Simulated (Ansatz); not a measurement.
The cell below belongs to a search over invented structures; it isn't taken from experiment.

Input and command of a plane-wave DFT calculation in Ansatz:

```yaml
crystal:
  lattice:
    - [0.0, 3.9123879, 3.9123879]
    - [3.9123879, 0.0, 3.9123879]
    - [3.9123879, 3.9123879, 0.0]
  atoms:
    - { symbol: Mg, position: [0.0, 0.0, 0.0] }
    - { symbol: Mg, position: [0.25, 0.25, 0.25] }
    - { symbol: Si, position: [0.125, 0.125, 0.125] }
    - { symbol: Si, position: [0.625, 0.125, 0.125] }
    - { symbol: Si, position: [0.125, 0.625, 0.125] }
    - { symbol: Si, position: [0.125, 0.125, 0.625] }
    - { symbol: "N", position: [0.5, 0.5, 0.5], spin: 1.0 }
    - { symbol: "N", position: [0.75, 0.75, 0.75], spin: 1.0 }
basis:
  ecutwfc: 420
kpoints:
  mp_grid: { grid: [4, 4, 4] }
hamiltonian:
  xc: pbe
scf:
  occupations: { method: gaussian, width: 0.1 }
  lower_state_search: "off"
output:
  forces: true
  stress: true
  eigenvalues: true
  populations: true
magnetization:
  spin_polarized: true
relax:
  adjacent_minimum: "off"
  f_tol: 0.04
  max_steps: 70
  cell: { stress_tol: 0.4 }
```

```bash
ansatz run input.yaml --threads 1 --pin off --max-ram 2560MiB --backend cpu --events-out ev --progress --plain --runs-dir out
```

Processor: AMD EPYC (Zen 3), 1 thread, on a host shared with other jobs.

Question: Estimate time, memory and problem size.

Answer: About 5 min, peak memory 0.76 GiB. It solves 32 bands at 8 k points (after reduction by symmetry) with about 7823 plane waves (on the last cell), in 145 SCF iterations over 16 ionic steps.
